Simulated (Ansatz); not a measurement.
Sr2RuO4 in space group I4/mmm (No. 139; Sr on 4e, Ru on 2a, O on 4e, O on 4c) at seven volumes, DFT-PBEsol in the program Ansatz with PAW potentials, shape and atoms relaxed at each. One row is withheld.

```csv
V (Å³/atom),P (GPa)
12.093,17.75
12.492,10.79
12.891,4.93
13.289,0.00
13.688,?
14.087,-7.56
14.486,-10.36
```

Question: Fit the shown pressures and predict the withheld one.

Answer: P = (3/2)B₀(x^(7/2) − x^(5/2))[1 + (3/4)(B′ − 4)(x − 1)] with x = (V₀/V)^(2/3). Least squares on the six rows gives V₀ = 13.291 Å³/atom, B₀ = 149 GPa, B′ = 4.92. At V = 13.688, x = 0.9806 and P = -4.08 GPa. The run itself gave -4.13 GPa.

The workflow started from a Materials Project entry (that database holds measured and hypothetical structures alike); the Crystallography Open Database files this formula in space group No. 139, but the cells were not matched. Whether it is the stable phase at ambient conditions was not checked. The cell was relaxed with PBEsol under the symmetry of its start; of distortions, only those at the zone centre were tested. The workflow began spin-polarised and lost its moments.

Potentials: the later of the program's two PAW sets.
